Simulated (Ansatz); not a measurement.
## HfRu: a vibration from a frozen displacement

Method: DFT r2SCAN, scalar-relativistic, plane waves, PAW in Ansatz 0.2.0. Settings: plane waves to 500 eV, k-mesh 14×14×14 (Γ-centred), Gaussian smearing 0.15 eV. Spin–orbit coupling is left out, which matters for the heavy elements here. No spin polarisation. Energies are free energies at this smearing, counted from the undisturbed cell; pressure is positive in compression.

The undisturbed cell (as given, not relaxed at this level; it stands at 1.1 GPa, and it needn't be the usual structure):

```
Hf Ru
1.0
     3.22500    0.00000    0.00000
     0.00000    3.22500    0.00000
     0.00000    0.00000    3.22500
Hf Ru
1 1
Direct
  0.00000 0.00000 0.00000
  0.50000 0.50000 0.50000
```

Every Ru atom is moved by x along the Cartesian unit vector (-1.000, 0.000, 0.000); the cell and all other atoms stay fixed. The cell's volume is 33.54 Å³; the moved atoms weigh 101.070 u together and the others 178.490 u. Some rows repeat others by symmetry and weren't run.

```
  x (Å)  ΔE (meV/cell) total force on the moved atoms along the move (eV/Å) pressure (GPa)
-0.3000         303.29                                                1.9498          6.6658
-0.2625         234.34                                                1.7294          5.4276
-0.2250         173.56                                                1.5110          4.3021
-0.1875         121.17                                                1.2806          3.3211
-0.1500          77.73                                                1.0338          2.5138
-0.1125          43.75                                                0.7775          1.8906
-0.0750          19.45                                                0.5185          1.4464
-0.0375           4.86                                                0.2594          1.1781
 0.0000           0.00                                                0.0000          1.0881
 0.0375           4.86                                               -0.2594          1.1781
 0.0750          19.45                                               -0.5185          1.4464
 0.1125          43.75                                               -0.7775          1.8906
 0.1500          77.73                                               -1.0338          2.5138
 0.1875         121.17                                               -1.2806          3.3211
 0.2250         173.56                                               -1.5110          4.3021
 0.2625         234.34                                               -1.7294          5.4276
 0.3000         303.29                                               -1.9498          6.6658
```

What frequency belongs to this motion?

The force constant is k = −dF/dx = 6.917 eV/Å², from the parabola through x = -0.0375, 0 and 0.0375. In every cell the moved atoms swing against the rest, so the mass is μ = m₁m₂/(m₁ + m₂) = 64.530 u, and ν̃ = 521.5 cm⁻¹ × √(|k|/μ) = 171 cm⁻¹, at this cell's pressure of 1.1 GPa. To first order in x, and within 1 %, the force on every atom lies along the move and, within each of the two groups, in proportion to the atom's mass, so this is itself a mode at the zone centre of this cell.

How far does the harmonic law reach?

At x = -0.300 Å, kx²/2 = 311.28 meV against the computed 303.29 meV (-2.6 %): the well is still close to harmonic there.

The pressure changes with x². What does that say about the frequency under compression?

With E = k(V)x²/2, k ∝ V^(−2γ) and x scaling with the cell as V^(1/3), P − P0 = −∂E/∂V = (2γ − 2/3) ΔE/V. At x = 0.0750 Å, V(P − P0) = 33.54 × 0.35828 / 160.2 eV = 75.01 meV and ΔE = 19.45 meV, so γ = 1/3 + V(P − P0)/(2ΔE) = 2.26. This is the Grüneisen parameter of the motion under uniform scaling of the cell: shrinking the cell evenly by 1 % in volume raises the frequency by about 2.26 %.

In a metal these slopes depend on the k mesh and the smearing.